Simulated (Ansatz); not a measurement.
A geometry of Nb away from equilibrium: step 3 of the relaxation of a relaxed Nb cell, doubled along one cell vector, shaken by Gaussian noise of σ = 0.08 Å a coordinate. Computed with PBEsol (plane waves to 420 eV, PAW, scalar-relativistic; Ansatz, a program for electronic structure). Γ-centred k-mesh 13×7×3 on the run's cell (coarser than for final values), Fermi–Dirac smearing 0.05 eV.

```xyz
8
Lattice="2.8326 -0.0162 -0.0325 -2.8607 4.9016 0.0487 -0.1199 0.0346 10.3828" Properties=species:S:1:pos:R:3 pbc="T T T"
Nb     0.2876     0.1531    -0.0215
Nb    -1.2001     2.6032     0.0370
Nb    -0.2978     0.0084     5.1880
Nb    -1.8372     2.4672     5.2010
Nb    -0.1963     1.6486     2.6073
Nb    -1.6534     4.1082     2.6250
Nb     1.4861     0.7755     7.7625
Nb     0.1169     3.1873     7.8081
```

### Question
Predict the force on each atom, in eV/Å.

### Answer
```
atom     Fx     Fy     Fz
----  -----  -----  -----
Nb1   -0.06   0.26   0.30
Nb2    0.26   0.23   0.16
Nb3   -0.35  -0.06   0.22
Nb4    0.11  -0.17   0.28
Nb5   -0.15  -0.06  -0.35
Nb6    0.03  -0.17  -0.28
Nb7    0.24  -0.33  -0.14
Nb8   -0.08   0.31  -0.18
```

### Question
What is the pressure?

### Answer
+0.7 GPa, compression positive.

### Question
How much energy per atom can still be gained by relaxing?

### Answer
0.29 eV/atom; the path ends in Im-3m (No. 229) (bcc (W type)).

No spin polarisation in the result.

Of the parent cell (P6₃/mmc (No. 194)): it is a generated cell of Nb: the first start was made by placing the elements on the sites of a structure type, and the end was not matched to a known phase here, so it may be hypothetical. Known forms of Nb include space group No. 229.
